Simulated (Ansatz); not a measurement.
MoS$_{2}$:
```xyz
3
Lattice="3.2012 0.0000 0.0000 -1.6006 2.7723 0.0000 0.0000 0.0000 33.0000" Properties=species:S:1:pos:R:3 pbc="T T F"
S      0.0000     1.8482    14.9407
S      1.6006     0.9241    18.0593
Mo     0.0000     0.0000    16.5000
```
The layer is periodic in x and y and isolated along z.

Relaxed with r²SCAN+D4. Special points in fractions of this cell's reciprocal vectors: Γ (0.000, 0.000, 0.000); M (0.500, 0.000, 0.000); K (0.333, 0.333, 0.000).

List the band energies nearest the Fermi level at these points for DFT-r²SCAN+D4 with spin–orbit coupling in the program Ansatz with PAW potentials.

In eV from the Fermi level; about four levels below and three above (degenerate sets whole), none deeper than 8.9 eV; points with the same levels are listed once.

```
k                    below                above
-  -----------------------  -------------------
Γ  -0.50 -0.50 -0.41 -0.41  3.33 3.33 3.35 3.35
M  -2.15 -2.15 -1.88 -1.88  0.95 0.95 1.78 1.78
K  -4.18 -4.18 -3.95 -3.95  0.45 0.45 0.52 0.52
```

Space group P-3m1 (1T). The layer was cut from a bulk entry of the Materials Project (measured or hypothetical); whether that bulk phase is the ambient one, and whether the layer has been isolated, was not checked. Symmetry was held in the r²SCAN+D4 relaxation; whether a distortion lowers the energy is not shown. The run is not spin-polarised.

Potentials: the later of the program's two PAW sets.
